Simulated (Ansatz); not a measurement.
BN (NiAs type, P6_3/mmc) under volume change, PBE in the plane-wave PAW code Ansatz, shape and atoms relaxed at each volume.

```csv
V (Å³/atom),E − E(relaxed) (meV/atom),P (GPa)
4.953,59.2,41.76
5.117,25.0,25.74
5.280,5.9,11.93
5.443,0.0,0.00
5.607,5.4,-10.30
5.770,20.5,-19.21
5.933,44.1,-26.89
```

### Question
What does a third-order Birch–Murnaghan fit give for V₀, B₀ and B′?

### Answer
V₀ = 5.44 Å³/atom, B₀ = 369 GPa, B′ = 3.9.

The cell is a constructed one: a structure type filled with these elements. Its sites differ from those of the usual phase in this space group: another stacking or structure type. The cell was relaxed with PBE under the symmetry of its start. At this level the phase is dynamically unstable (imaginary phonons). Its formation energy is positive at this level, so the cell may be metastable or incomplete.

Potentials: the later of the program's two PAW sets.
